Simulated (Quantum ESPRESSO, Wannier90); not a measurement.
# ScTlTe2 (R-3m): Wannier90 run

Structure: Materials Project mp-13314, symmetrised, not relaxed again. Not found in the COD (Crystallography Open Database) copy used; not checked further. Level: PBEsol, no spin polarisation, no spin-orbit coupling; pw.x of Quantum ESPRESSO at 66 Ry with PseudoDojo potentials, 4×4×4 k-points, Wannier90. Density: 8×8×8 mesh, cold smearing 0.01 Ry. Spin-orbit coupling is left out although heavy elements are present.

On the energy scale of pw.x, whose zero is arbitrary, the Fermi level lies at 9.03 eV.

Input w.win:

```
num_bands = 3
num_wann = 3
exclude_bands = 1-11,15-52
num_iter = 1000
conv_tol = 1.0e-6
conv_window = 4
write_hr = true
write_u_matrices = true
auto_projections = true
begin unit_cell_cart
ang
   -2.1369001362    3.7012196067    0.0000000000
   -4.2738002725    0.0000000000    0.0000000000
   -2.1369001362    1.2337398689    8.0731670000
end unit_cell_cart
begin atoms_frac
Sc   0.0000000000  0.0000000000  0.0000000000
Tl   0.5000000000  0.5000000000  0.5000000000
Te   0.2655200000  0.2655200000  0.2034400000
Te  -0.2655200000 -0.2655200000 -0.2034400000
end atoms_frac
mp_grid = 4 4 4
begin kpoints
0.0000000000 0.0000000000 0.0000000000
0.0000000000 0.0000000000 0.2500000000
0.0000000000 0.0000000000 0.5000000000
... (61 more lines: the 4x4x4 mesh through Gamma)
end kpoints
```

Input of pw2wannier90.x that gives the overlap and projection files (equivalent; here they were cut from one run over all bands):

```
&inputpp
  outdir = './out'
  prefix = 'pwscf'
  seedname = 'w'
  write_amn = .true.
  write_mmn = .true.
  atom_proj = .true.
  atom_proj_exclude = 1 5 6 7 8 9 10 11 12 13 14 15 16 17 18 19 20 21 22 23 24 25 26 27 28 29 30 31 32 33 34 35 36 37
/
```

Output w.wout (banner and timings cut):

```
                                    ------
                                    SYSTEM
                                    ------

                              Lattice Vectors (Ang)
                    a_1    -2.136900   3.701220   0.000000
                    a_2    -4.273800   0.000000   0.000000
                    a_3    -2.136900   1.233740   8.073167

                   Unit Cell Volume:     127.70356  (Ang^3)

                        Reciprocal-Space Vectors (Ang^-1)
                    b_1     0.000000   1.697599  -0.259427
                    b_2    -1.470164  -0.848799  -0.259427
                    b_3     0.000000   0.000000   0.778280

 *----------------------------------------------------------------------------*
 |   Site       Fractional Coordinate          Cartesian Coordinate (Ang)     |
 +----------------------------------------------------------------------------+
 | sc   1   0.00000   0.00000   0.00000   |   -0.00000   0.00000   0.00000    |
 | tl   1   0.50000   0.50000   0.50000   |   -4.27380   2.46748   4.03658    |
 | te   1   0.26552   0.26552   0.20344   |   -2.13690   1.23374   1.64241    |
 | te   2  -0.26552  -0.26552  -0.20344   |    2.13690  -1.23374  -1.64241    |
 *----------------------------------------------------------------------------*
                                ------------
                                K-POINT GRID
                                ------------

             Grid size =  4 x  4 x  4      Total points =   64

 *---------------------------------- MAIN ------------------------------------*
 |  Number of Wannier Functions               :                 3             |
 |  Number of Objective Wannier Functions     :                 3             |
 |  Number of input Bloch states              :                 3             |
 |  Output verbosity (1=low, 5=high)          :                 1             |
 |  Timing Level (1=low, 5=high)              :                 1             |
 |  Optimisation (0=memory, 3=speed)          :                 3             |
 |  Length Unit                               :               Ang             |
 |  Post-processing setup (write *.nnkp)      :                 F             |
 |  Using Gamma-only branch of algorithms     :                 F             |
 *----------------------------------------------------------------------------*
 *------------------------------- WANNIERISE ---------------------------------*
 |  Total number of iterations                :              1000             |
 |  Number of CG steps before reset           :                 5             |
 |  Trial step length for line search         :             2.000             |
 |  Convergence tolerence                     :         0.100E-05             |
 |  Convergence window                        :                 4             |
 |  Iterations between writing output         :                 1             |
 |  Iterations between backing up to disk     :               100             |
 |  Write r^2_nm to file                      :                 F             |
 |  Write xyz WF centres to file              :                 F             |
 |  Write on-site energies <0n|H|0n> to file  :                 F             |
 |  Use guiding centre to control phases      :                 F             |
 |  Use phases for initial projections        :                 F             |
 *----------------------------------------------------------------------------*
 *-------------------------------- PLOTTING ----------------------------------*
 |  Plotting Hamiltonian in WF basis          :                 T             |
 *----------------------------------------------------------------------------*

 *---------------------------------- K-MESH ----------------------------------*
 +----------------------------------------------------------------------------+
 |                    Distance to Nearest-Neighbour Shells                    |
 |                    ------------------------------------                    |
 |          Shell             Distance (Ang^-1)          Multiplicity         |
 |          -----             -----------------          ------------         |
 |             1                   0.194570                      2            |
 |             2                   0.389140                      2            |
 |             3                   0.429327                      6            |
 |             4                   0.443780                      6            |
 |             5                   0.497411                      6            |
 |             6                   0.534111                      6            |
 |             7                   0.583710                      2            |
 |             8                   0.621473                      6            |
       ... (lines left out)
 +----------------------------------------------------------------------------+
 | The b-vectors are chosen automatically                                     |
 | The following shells are used:                       1,  3                 |
 +----------------------------------------------------------------------------+
 |                        Shell   # Nearest-Neighbours                        |
 |                        -----   --------------------                        |
 |                          1               2                                 |
 |                          2               6                                 |
 +----------------------------------------------------------------------------+
 | Completeness relation is fully satisfied [Eq. (B1), PRB 56, 12847 (1997)]  |
 +----------------------------------------------------------------------------+
 |                  b_k Vectors (Ang^-1) and Weights (Ang^2)                  |
 |                  ----------------------------------------                  |
 |            No.         b_k(x)      b_k(y)      b_k(z)        w_b           |
 |            ---        --------------------------------     --------        |
 |             1         0.000000    0.000000    0.194570    12.590534        |
 |             2         0.000000    0.000000   -0.194570    12.590534        |
 |             3        -0.367541   -0.212200   -0.064857     1.850669        |
 |             4         0.000000    0.424400   -0.064857     1.850669        |
 |             5        -0.367541    0.212200    0.064857     1.850669        |
 |             6         0.367541    0.212200    0.064857     1.850669        |
 |             7         0.000000   -0.424400    0.064857     1.850669        |
 |             8         0.367541   -0.212200   -0.064857     1.850669        |
 +----------------------------------------------------------------------------+
 |                           b_k Directions (Ang^-1)                          |
 |                           -----------------------                          |
 |            No.           x           y           z                         |
 |            ---        --------------------------------                     |
 |             1         0.000000    0.000000    0.194570                     |
 |             2        -0.367541   -0.212200   -0.064857                     |
 |             3         0.000000    0.424400   -0.064857                     |
 |             4        -0.367541    0.212200    0.064857                     |
 +----------------------------------------------------------------------------+

 Starting a new Wannier90 calculation ...

 Reading overlaps from w.mmn

 Reading projections from w.amn

 *------------------------------- WANNIERISE ---------------------------------*
 +--------------------------------------------------------------------+<-- CONV
 | Iter  Delta Spread     RMS Gradient      Spread (Ang^2)            |<-- CONV
 +--------------------------------------------------------------------+<-- CONV

 ------------------------------------------------------------------------------
 Initial State
  WF centre and spread    1  ( -0.000000, -0.000000,  0.000000 )     0.45786034
  WF centre and spread    2  (  0.000000, -0.000000,  0.000000 )     0.45556325
  WF centre and spread    3  ( -0.000000, -0.000000,  0.000000 )     0.45556327
  Sum of centres and spreads (  0.000000, -0.000000,  0.000000 )     1.36898686

      0     0.137E+01     0.0000000000        1.3689868594  <-- CONV
        O_D=      0.0000000 O_OD=      0.0009100 O_TOT=      1.3689869 <-- SPRD
 ------------------------------------------------------------------------------
      1    -0.298E-06     0.0000427577        1.3689865609  <-- CONV
        O_D=      0.0000000 O_OD=      0.0009097 O_TOT=      1.3689866 <-- SPRD
      2    -0.125E-06     0.0007983441        1.3689864362  <-- CONV
        O_D=      0.0000000 O_OD=      0.0009096 O_TOT=      1.3689864 <-- SPRD
      3    -0.628E-07     0.0004113094        1.3689863735  <-- CONV
        O_D=      0.0000000 O_OD=      0.0009095 O_TOT=      1.3689864 <-- SPRD
      4    -0.399E-07     0.0003179373        1.3689863336  <-- CONV
        O_D=      0.0000000 O_OD=      0.0009095 O_TOT=      1.3689863 <-- SPRD
             <<<     Delta < 1.000E-06  over  4 iterations     >>>
             <<< Wannierisation convergence criteria satisfied >>>
 Final State
  WF centre and spread    1  ( -0.000000, -0.000000,  0.000000 )     0.45786035
  WF centre and spread    2  (  0.000000, -0.000000,  0.000000 )     0.45556324
  WF centre and spread    3  ( -0.000000, -0.000000,  0.000000 )     0.45556275
  Sum of centres and spreads (  0.000000, -0.000000,  0.000000 )     1.36898633

         Spreads (Ang^2)       Omega I      =     1.368076873
        ================       Omega D      =     0.000000000
                               Omega OD     =     0.000909460
    Final Spread (Ang^2)       Omega Total  =     1.368986334
```
